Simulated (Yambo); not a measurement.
```
AlN
1.0
    3.06643     0.00000     0.00000
   -1.53321     2.65560     0.00000
    0.00000     0.00000     4.90807
N Al
2 2
Direct
  0.66667   0.33333   0.88105
  0.33333   0.66667   0.38105
  0.66667   0.33333   0.49895
  0.33333   0.66667   0.99895
```

AlN (wurtzite, space group P6_3mc, No. 186) under isotropic strain of -1.5 % on all lattice vectors: mean Im ε in 1 eV windows above the direct gap of 6.04 eV, for different electron-hole kernels (Yambo, broadening 0.15 eV, PBEsol (Quantum ESPRESSO, PseudoDojo norm-conserving, 84 Ry, scalar-relativistic) bands; 9×9×6 mesh, 5 valence and 2 conduction bands, static screening with 23 bands and a 4 Ry block, scissor 1.54 eV, Tamm-Dancoff; field along x).

```csv
window (eV),independent quasiparticles,BSE
6.0 to 7.0,0.6,3.2
7.0 to 8.0,1.9,8.5
8.0 to 9.0,5.9,7.0
9.0 to 10.0,7.6,3.0
```

This run doesn't resolve bound excitons or single peaks, so only averages are given, and they too depend on the mesh; weight that the attraction moves below the gap isn't listed. All transitions below 10.33 eV are in the band window. The scissor comes from a G0W0 run whose convergence isn't established.

Geometry strained from the cell relaxed with PBEsol, atoms relaxed again.
